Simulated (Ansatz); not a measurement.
Pt: energy along a strain

Pt, Im-3m, a = 3.168 Å (as given, not relaxed at this level: -6.5 GPa). This isn't the element's structure at ambient conditions. Ansatz: r2SCAN, PAW, 500 eV, Γ-centred 22×22×22 mesh on 1 atom, Gaussian smearing 0.15 eV; no spin polarisation. Cell vectors (Å): -1.584 1.584 1.584; 1.584 -1.584 1.584; 1.584 1.584 -1.584. The cell is strained by x per cent times the pattern (0 0 1 0 0 0) in the order xx yy zz yz xz xy (engineering shears), with fractional coordinates held. y is the free energy over the start, V0 = 15.904 Å³/atom.

| x (%) | y (meV/atom) |
| --- | --- |
| -4.00 | ? |
| -3.00 | -11.74 |
| -2.00 | -9.54 |
| -1.00 | -5.61 |
| 0.00 | 0.00 |
| 1.00 | 7.24 |
| 2.00 | 16.06 |
| 3.00 | 26.41 |
| 3.50 | 32.15 |
| 4.00 | 38.26 |

Q: Fit y = c1 x + c2 x² + c3 x³ to the other rows, get the stiffness along the pattern, and predict the missing energy.

A: Least squares on the rows shown. y = 6.4309 x + 0.81513 x² − 0.0079564 x³. The clamped-ion stiffness p·C·p = 2 × 8.151 eV × 160.2 / 15.904 Å³ = 164 GPa, which is C33 in these axes (C11 of the cubic crystal) (second derivative at the start, which stands under stress). At x = -4.00 the fit asked for gives -12.17 meV/atom. The run gave -12.08 meV/atom, so the fit is 0.09 meV/atom too low, a small miss on the scale of the series.

Spin–orbit coupling is left out, which can shift energies with elements as heavy as these.